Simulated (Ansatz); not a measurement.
Al:
```
CELL_PARAMETERS angstrom
      0.00000     3.01568     3.01568
      3.01568     0.00000     3.01568
      3.01568     3.01568     0.00000
ATOMIC_POSITIONS crystal
  Al 0.00000 0.00000 0.00000
  Al 0.25000 0.25000 0.25000
```

Relaxed with r²SCAN.

**Question.** Map the valence electron density (e/Å³), cut off at 0.2 on the plane through (0.000, 0.000, 0.000) spanned by u = [1, 0, 0] and v = [-1, 1, 1] in lattice vectors, from the program Ansatz at the r²SCAN level (PAW).

**Answer.** x is the fraction of u, y of v (the angle between them is 90°; rows are the nearest grid lines); atoms in the plane: Al at (0.00, 0.00), Al at (0.50, 0.25).
```
|2236998754444578996322|
|2236887543333457886322|
|6677754211111124577766|
|9887643210000123467889|
|9886532100000012356889|
|5543211000000001123455|
|3332110000000000112333|
|2221100000000000011222|
|1111000000000000001111|
|0000000001111000000000|
|0000000111111110000000|
|0000001122222211000000|
|0000112345665432110000|
|0000123567887653210000|
|0001234689999864321000|
|1122457765445677542211|
|2234578753223578754322|
|3345789742222479875433|
|5567899953223599987655|
|9999999996446999999999|
|9999999999889999999999|
|6799999999999999999976|
|2248999976666799998422|
|2236998754444578996322|
```
Scale: ten equal steps from 0.019 (start of '0') to 0.200 (end of '9'), in the order '0123456789'; x runs from 0.000 to 1.00, y from 0.000 (bottom) to 1.00 (top).

The density is the valence pseudo-density with augmentation charge, so density and ELF within about 1 Å of a nucleus are not all-electron values.

Space group Fd-3m (diamond). The start of the workflow was typed in or built on a structure type; neither database checked (COD, Materials Project) lists it. It is not the phase usual at ambient conditions (space group No. 225). The r²SCAN relaxation kept the symmetry of its start. At this level the phase is mechanically unstable.

Potentials: the later of the program's two PAW sets.
